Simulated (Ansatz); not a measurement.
Ansatz (a quantum-chemistry and plane-wave program) input:

Ansatz 0.2 input:
```yaml
crystal:
  lattice:
    - [-2.383746323, 2.383746323, 5.6873220154]
    - [2.383746323, -2.383746323, 5.6873220154]
    - [2.383746323, 2.383746323, -5.6873220154]
  atoms:
    - { symbol: Na, position: [0.5, 0.5, 0.0] }
    - { symbol: Na, position: [0.25, 0.75, 0.5] }
    - { symbol: La, position: [0.0, 0.0, 0.0] }
    - { symbol: La, position: [0.75, 0.25, 0.5] }
    - { symbol: O, position: [0.2147298386, 0.2147298386, 0.0] }
    - { symbol: O, position: [0.9647298386, 0.4647298386, 0.5] }
    - { symbol: O, position: [0.5352701614, 0.0352701614, 0.5] }
    - { symbol: O, position: [0.7852701614, 0.7852701614, 0.0] }
kpoints:
  mp_grid: { grid: [8, 8, 8] }
basis: { xc_grid: 2 }
hamiltonian:
  xc: pbesol
  pseudopotentials: { kind: paw }
scf:
  occupations: { method: fixed }
checkpoint: { read: static.run }
output: { bader: true, populations: true }
```

Output (shortened):

```
La: projections on atomic orbitals take those of the free atom [Kr 4d10] 4f0 5s2 5p6 5d1 6s2, of charge +0.00 (hamiltonian.pseudopotentials.projection_atoms) …
Pseudopotential: Na, paw, valence charge 9
Pseudopotential: La, paw, valence charge 11
Pseudopotential: O, paw, valence charge 6
Functional definition: PBEsol
Crystal: 8 atoms, lattice volume = 129.267 Å³
Basis set: ecut = 420 eV, 2499 PW (Γ), exchange–correlation on 90×90×90 points (8 copies of the dense FFT grid, shifted against one another)
Bands: 40, of which v1, the nominal top of the filled ones, is band 32 counted from 1 (31 counted from 0)
Symmetry: 16 space group operations
Space group: I41/amd (ITA 141), of the structure as read, at distance tolerance 5.1e-5 Å
k-points: 59 of 512
Stability of the state it starts from, as read at its close in the unpolarized treatment …
iter 1 solved again at ethr=6.03e-8 eV; its pass at ethr=3.10e-3 eV (dr2=3.86e-5 eV) is discarded
SCF iter   1: F=—  HF=-17529.051284 eV  |F-HF|=—  |Δ(HF+E_count)|=         —  Δρ=4.21e-7  dr2=1.66e-10  ethr=6.03e-8  ⟨swp⟩=3.2  Hψ=14928  notcnv=0  defer=345
preconditioner: auto → Resta (q_TF=auto, 2.427 Å⁻¹)
SCF iter   2: F=-17529.051284 eV  HF=-17529.051284 eV  |F-HF|=2.04e-10  |Δ(HF+E_count)|=   4.32e-8  Δρ=4.99e-7  dr2=2.55e-10  ethr=1.00e-12  ⟨swp⟩=16.0  Hψ=13544  notcnv=0
SCF 1 converged in 2 iterations: F = -17529.051284 eV  dr2 = 2.55e-10
SCF converged after 2 iterations
Free energy (F): -17529.051284 eV
Harris-Foulkes:  -17529.051284 eV  (|F-HF|=2.04e-10)
Internal energy: -17529.051284 eV  (E = F + TS)
E sigma→0 (E₀):  -17529.051284 eV
Fermi energy:    7.105141 eV
--- Per-component energies (eV) ---
  E_band       = -437.039087
  E_kinetic    = 1329.056227
  E_local      = -4372.787369  (includes V_loc(G=0)·N_el)
  E_nonlocal   = 621.650025
  E_hartree    = 1554.980893
  E_xc         = -649.358817
  E_vxc        = -773.526714  (∫ρ·V_xc dr)
  E_paw        = -11774.352210  (= ΣΔE_a)
  E_vpaw       = -351.402011  (= ΣTr[D̂ρ^β])
  E_aug_tail   = 0.009591  (compensation charges beyond the density's cutoff)
  E_ewald      = -4238.839182
  E_core_change = 0.589558  (= ΣΔE_core)
  E_smearing   =  0.000000  (= −TS)
  E_closure    =  0.000000  (closes the sum)
  Σ components = -17529.051284   (vs F -17529.051284, Δ=0.00e0)
  [band-id]    e_kinetic+e_local+e_nonlocal+2·e_hartree+e_vxc+e_vpaw+e_augmentation_tail = -437.038467   (vs E_band -437.039087, Δ=6.21e-4)
--- Band table (eV; the first three rows and the last of 59) ---
  k-point 0: bands = ["-42.6151", "-42.6136", "-22.4385", "-22.2050", "-14.7804", "-14.7566", "-14.6934", "-14.6934", "-14.6885", "-14.6885", "-9.4798", "-8.6362", "-8.4561", "-8.2613", "-6.5518", "-6.5518", "-6.2814", "-6.2814", "-5.4325", "-5.3918", …
  k-point 1: bands = ["-42.6151", "-42.6137", "-22.4256", "-22.2095", "-14.7792", "-14.7578", "-14.6956", "-14.6946", "-14.6917", "-14.6893", "-9.5379", "-8.8482", "-8.6784", "-8.5012", "-6.2998", "-6.2677", "-6.2169", "-5.9599", "-5.3842", "-5.2198", …
  k-point 2: bands = ["-42.6149", "-42.6138", "-22.3903", "-22.2242", "-14.7763", "-14.7611", "-14.7010", "-14.6997", "-14.6993", "-14.6939", "-9.6591", "-9.2324", "-9.0443", "-8.9136", "-6.2720", "-5.8729", "-5.5536", "-5.3434", "-5.1950", "-4.7748", …
  k-point 58: bands = ["-42.6144", "-42.6144", "-22.3242", "-22.3242", "-14.7677", "-14.7677", "-14.6969", "-14.6969", "-14.6851", "-14.6851", "-8.9861", "-8.9861", "-8.4648", "-8.4648", "-6.6572", "-6.6572", "-6.1617", "-6.1617", "-5.3774", "-5.3774", …
--- Löwdin populations: 8 sites ---
  site symbol       q [e]
     0     Na      8.2497
     1     Na      8.2497
     2     La     10.2664
     3     La     10.2664
     4      O      6.6941
     5      O      6.6941
     6      O      6.6941
     7      O      6.6941
  spilling = 0.002992 (of n_electrons = 64.000000)
--- Bader charges: 8 sites ---
  site symbol  charge [e]  shift [e]
     0     Na      0.8392     0.0004
     1     Na      0.8392     0.0004
     2     La      1.9558     0.0003
     3     La      1.9558     0.0003
     4      O     -1.3975     0.0004
     5      O     -1.3975     0.0004
     6      O     -1.3975     0.0004
     7      O     -1.3975     0.0004
  shift: an alarm, by how much a part of what the PAW files miss would move the charge. Where it is large, compare
  with a run on PAW files of another source; a small one proves nothing
  estimated error of the sums over rays = 3.7e-4 e
```

Cost: roughly 90 core-seconds on shared cores.

Space group I4_1/amd. The first step of the workflow began from a Materials Project structure, measured or hypothetical; the Crystallography Open Database copy checked does not list it. Whether it is the stable phase at ambient conditions was not checked. The PBEsol relaxation kept the symmetry of its start; whether a distortion lowers the energy is not shown. Scalar-relativistic: spin–orbit coupling is off unless named, which matters more the heavier the elements.

Potentials: the later of the program's two PAW sets.

Ansatz is a plane-wave DFT program.
